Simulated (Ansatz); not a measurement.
The elements of this relaxed trial crystal are hidden behind letters.

```
lattice vectors (Å)
   3.8525    0.0000    0.0000
   0.0000    3.8525    0.0000
   0.0000    0.0000    3.8525
fractional positions
X 0.2030 0.2030 0.7970
X 0.7970 0.7970 0.7970
X 0.2030 0.7970 0.2030
X 0.7970 0.2030 0.2030
Z 0.0000 0.0000 0.5000
Z 0.5000 0.0000 0.0000
Z 0.0000 0.5000 0.0000
```

These are results of DFT PBE, scalar-relativistic, plane waves, PAW in Ansatz 0.2.0, not measurements. Cutoff 420 eV, Γ-centred 10×10×10 mesh (7-atom cell), Gaussian smearing of 0.10 eV, no spin polarisation.

```
Space group                                 : P-43m (No. 215)
Conventional cell                           : a = 3.853 Å
Volume per atom                             : 8.17 Å³
Density                                     : 2.30 g/cm³
Energy over the elements                    : +0.31 eV/atom
Gap on the 10×10×10 mesh of the 7-atom cell : 0 eV (a metal)
```

Energies are uncorrected and count from the elements' standard states at the same level.

**Question.** X is a p-block element of period 2 and Z is a p-block element of period 2. Which elements are they?

**Answer.** X = B, Z = C, so the formula is B4C3. Density times volume gives a mean mass of 2.30 × 8.17/1.6605 = 11.3 u per atom, and this set has 11.3 u. Among the elements that the hints allow, noble gases aside, only these give it. B is surrounded by 3 C at 1.59 Å; around C lie 4 B at 1.59 Å.

Symmetry constrained the relaxation, so the result can be a saddle point.
